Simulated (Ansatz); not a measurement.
Phonon dispersion of SnPb₃S₄

The calculation used DFT PBE, scalar-relativistic, plane waves, PAW (Ansatz). Cutoff 420 eV, 10×10×4 k-points (Γ-centred), Fermi-Dirac smearing of 0.15 eV. No spin polarisation. Phonons by linear response, acoustic sum rule imposed.

Equilibrium structure at this level:
```xyz
8
Lattice="4.2228 0.0000 0.0000 0.0000 4.2228 0.0000 0.0000 0.0000 11.9415" Properties=species:S:1:pos:R:3 pbc="T T T"
Sn    2.1114    2.1114    5.9707
Pb    0.0000    0.0000    3.0055
Pb    0.0000    0.0000    8.9360
Pb    2.1114    2.1114    0.0000
S     0.0000    0.0000    0.0000
S     2.1114    2.1114    3.0388
S     0.0000    0.0000    5.9707
S     2.1114    2.1114    8.9027
```

The cell was found from a structure generator's guess, not taken from experiment. In a metal, frequencies and elastic constants depend on the k mesh and the smearing, soft modes and shear constants most. Some empty bands missed the eigensolver's threshold. Spin–orbit coupling is left out, which matters for heavy elements. The q mesh is coarse, so values between its points are rough. A semilocal functional can close a gap that the real compound has.

Force constants from linear response on a 2×2×1 q mesh.

Path: Γ–X–M–Γ–Z–R–A–Z | X–R | M–A. Only the points of the 2×2×1 mesh were computed; the rest is interpolation, which is rough on so few points. At q = (-0.500, -0.500, 0.000) a computed mode is imaginary, 91i cm⁻¹, so the cell is unstable at this level. Distance along the path (Å⁻¹), then the branches (cm⁻¹, negative for imaginary):
```
0.000  -81 -81 -57 0 0 0 32 32 35 35 45 45 57 76 76 76 84 93 93 100 100 111 187 215
0.186  -59 -51 -46 16 25 37 37 39 40 46 57 59 65 82 87 99 107 112 112 117 121 123 188 215
0.372  -34 13 30 39 43 44 47 47 65 65 70 91 97 102 114 124 140 148 152 158 165 169 191 217
0.558  9 41 41 47 48 48 48 50 71 84 90 107 110 116 140 161 173 176 181 185 190 207 211 226
0.744  23 46 47 47 48 50 50 51 74 90 96 111 117 118 154 169 186 186 192 194 195 221 222 233
0.930  14 43 45 46 48 49 50 50 72 86 90 107 109 116 144 161 176 176 182 186 189 209 211 226
1.116  -26 -1 38 43 46 47 49 51 65 67 72 87 97 111 120 130 150 152 158 165 168 175 188 212
1.302  -70 -69 -40 40 45 46 47 51 53 57 61 72 86 94 96 106 118 121 128 129 133 133 179 206
1.488  -91 -91 -44 39 42 42 52 52 52 52 54 69 82 82 82 101 101 103 113 113 114 114 176 204
1.751  -54 -48 -37 40 43 48 50 55 57 59 61 76 89 101 104 107 132 132 140 140 142 142 181 208
2.014  -31 33 34 34 41 55 57 59 60 63 64 88 95 112 113 124 153 155 159 160 163 164 188 214
2.277  -46 -40 6 22 36 39 40 45 47 50 60 68 84 84 89 112 119 119 130 131 132 134 188 215
2.540  -81 -81 -57 0 0 0 32 32 35 35 45 45 57 76 76 76 84 93 93 100 100 111 187 215
2.606  -81 -81 -54 6 6 12 31 31 36 36 45 45 58 76 76 76 83 92 92 100 100 115 187 212
2.672  -81 -81 -47 11 11 23 28 28 38 38 45 45 58 76 76 76 81 90 90 101 101 125 187 204
2.737  -80 -80 -40 16 16 24 24 32 38 38 46 46 56 76 76 76 79 89 89 102 102 140 185 194
2.803  -80 -80 -36 20 20 20 20 38 39 39 46 46 52 76 76 76 78 88 88 102 102 149 182 191
2.989  -58 -45 -34 21 29 31 35 41 47 53 58 58 63 81 81 99 108 110 115 120 126 152 182 190
3.175  -18 16 25 38 41 41 46 55 59 75 76 87 91 102 123 141 145 147 154 161 167 173 189 190
3.361  23 31 42 44 46 47 50 61 66 91 91 101 109 141 152 163 173 175 175 181 192 205 210 212
3.547  29 34 45 48 49 49 50 61 69 96 96 106 117 154 154 172 176 185 186 192 198 220 224 224
3.733  23 33 44 44 48 49 50 59 67 92 92 102 107 144 152 163 174 176 176 182 191 207 211 213
3.919  -13 6 32 40 42 48 48 51 62 78 79 79 92 120 130 148 150 152 157 164 172 179 183 188
4.105  -69 -69 -28 33 42 47 47 50 56 62 62 68 82 94 96 118 124 124 129 132 134 153 176 178
4.291  -90 -90 -29 40 44 44 47 47 49 54 54 69 78 82 82 101 101 110 110 116 116 149 174 177
4.554  -54 -47 -27 30 39 52 52 54 60 63 63 71 84 101 105 133 133 135 139 141 144 156 178 180
4.817  -22 22 34 35 42 54 55 59 64 69 70 84 89 113 124 143 155 157 159 161 166 169 186 186
5.080  -39 -32 4 15 33 41 45 46 52 57 61 66 83 83 84 120 123 124 128 134 137 154 183 190
5.343  -80 -80 -36 20 20 20 20 38 39 39 46 46 52 76 76 76 78 88 88 102 102 149 182 191
5.376  24 45 47 47 48 50 51 52 73 91 96 111 118 118 154 169 186 186 192 194 195 221 222 233
5.442  25 40 46 47 48 50 50 56 72 92 96 110 118 126 154 170 185 186 191 192 196 222 222 231
5.508  27 36 45 48 48 50 50 59 70 94 96 108 117 139 154 171 185 185 186 192 196 220 222 228
5.573  29 34 45 48 48 49 50 60 69 96 96 106 117 151 154 172 178 185 186 192 197 220 223 225
5.606  -91 -91 -44 39 42 42 52 52 52 52 54 69 82 82 82 101 101 103 113 113 114 114 176 204
5.672  -91 -91 -43 39 42 42 51 51 53 53 54 69 81 82 82 101 101 109 112 112 115 115 176 201
5.738  -91 -91 -38 39 43 43 49 49 52 54 54 69 80 82 82 101 101 111 111 116 116 122 177 194
5.804  -91 -91 -32 40 44 44 48 48 50 54 54 69 78 82 82 101 101 110 110 116 116 138 177 182
5.869  -90 -90 -29 40 44 44 47 47 49 54 54 69 78 82 82 101 101 110 110 116 116 149 174 177
```
